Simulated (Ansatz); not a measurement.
## BN at a changed volume — quadrupolar parameters

The cell is an entry of the Crystallography Open Database (COD), relaxed with PBE at fixed cell and then changed (volume scaled by 1.02, ions relaxed).

```
B N
1.0
     2.55682    0.00000    0.00000
    -1.27841    2.21427    0.00000
     0.00000    0.00000    6.64170
B N
2 2
Direct
  0.33333 0.66667 0.25000
  0.66667 0.33333 0.75000
  0.33333 0.66667 0.75000
  0.66667 0.33333 0.25000
```

Atom numbers follow the list; atoms alike are taken as one site, whose name carries the number of the first.

The numbers come from a DFT calculation in Ansatz (PBE, plane waves and PAW, scalar-relativistic, 420 eV cutoff, Γ-centred 13×13×5 k-points, Fermi–Dirac smearing 0.02 eV).

Conventions: |V_zz| ≥ |V_yy| ≥ |V_xx|, η = (V_xx − V_yy)/V_zz, C_Q = eQV_zz/h.

¹¹B: I = 3/2, Q = 40.59 mb; ¹⁴N: I = 1, Q = 20.44 mb. Nuclear quadrupole moments: year-2017 set (Pyykkö).

(1) What field gradients does the calculation give at each kind of site?

## Answers

(1) 

```tsv
site	atoms (order as listed)	first shell	V_xx, V_yy, V_zz (10²¹ V/m²)	η	C_Q (MHz)
B	1, 2	3 N at 1.48 Å	-1.35, -1.35, 2.71	0.00	2.66
N	3, 4	3 B at 1.48 Å	0.48, 0.48, -0.97	0.00	-0.478
```

An axis of threefold or higher order runs through B and N, so V_zz lies along it and η is zero.

At this changed cell the PBE pressure is -11 GPa.

The relaxation (1 step) took 2.1 s of wall time (2.1 s of CPU time) and 0.41 GiB at its peak, on 1 thread of Intel Xeon Platinum 8488C (Sapphire Rapids) (x86_64; 16 cores open to the job, memory cap 3.0 GiB, no GPU), a shared host with a load of 0.2 a core.
